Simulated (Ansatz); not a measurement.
TaS2:
```
CELL_PARAMETERS angstrom
      6.71022     0.00000     0.00000
      0.00000     3.41723     0.00000
      0.00000     0.00000     8.64480
ATOMIC_POSITIONS crystal
  Ta 0.74859 0.25000 0.58693
  Ta 0.24859 0.25000 0.91307
  Ta 0.25141 0.75000 0.41307
  Ta 0.75141 0.75000 0.08693
  S  0.63033 0.25000 0.89558
  S  0.13033 0.25000 0.60442
  S  0.36967 0.75000 0.10442
  S  0.86967 0.75000 0.39558
  S  0.51028 0.25000 0.36049
  S  0.01028 0.25000 0.13951
  S  0.48972 0.75000 0.63951
  S  0.98972 0.75000 0.86049
```

Relaxed with HSE06. Special points in fractions of this cell's reciprocal vectors: Γ (0.000, 0.000, 0.000); X (0.500, 0.000, 0.000); S (0.500, 0.500, 0.000); Y (0.000, 0.500, 0.000); Z (0.000, 0.000, 0.500); U (0.500, 0.000, 0.500); R (0.500, 0.500, 0.500); T (0.000, 0.500, 0.500).

Problem. List the band energies nearest the Fermi level at these points for the program Ansatz at the HSE06 level (PAW).

Solution. In eV from the Fermi level; about four levels below and three above (degenerate sets whole), none deeper than 8.9 eV; points with the same levels are listed once.

```json
[
 {"k": "Γ", "below": "-1.57 -1.52 -1.40 -0.28", "above": "0.38 0.55 0.83"},
 {"k": "X", "below": "-1.69 -1.69 -0.89 -0.89", "above": "0.28 0.28 0.77 0.77"},
 {"k": "S", "below": "-2.99 -2.99 -2.99 -2.99", "above": "0.21 0.21 0.21 0.21"},
 {"k": "Y", "below": "-2.84 -2.84 -0.43 -0.43", "above": "1.29 1.29 2.11 2.11"},
 {"k": "Z", "below": "-2.12 -2.12 -0.95 -0.95", "above": "0.88 0.88 1.14 1.14"},
 {"k": "U", "below": "-0.45 -0.45 -0.27 -0.27", "above": "0.72 0.72 2.08 2.08"},
 {"k": "R", "below": "-2.75 -2.75 -2.75 -2.75", "above": "0.19 0.19 0.19 0.19"},
 {"k": "T", "below": "-2.95 -2.95 -0.41 -0.41", "above": "1.31 1.31 2.34 2.34"}
]
```

Space group Pnma. A made-up cell: these elements were put on the sites of a structure type; neither database checked (COD, Materials Project) lists it. COD files the formula under space group No. 42, 164, 166, 194. Whether it is the stable phase at ambient conditions was not checked. The cell was relaxed with HSE06 under the symmetry of its start; its stability against distortions is not shown here. No spin polarisation was allowed. The hybrid run found no gap, on a coarse k-mesh. Spin–orbit coupling is left out wherever it is not named.

Potentials: the later of the program's two PAW sets.
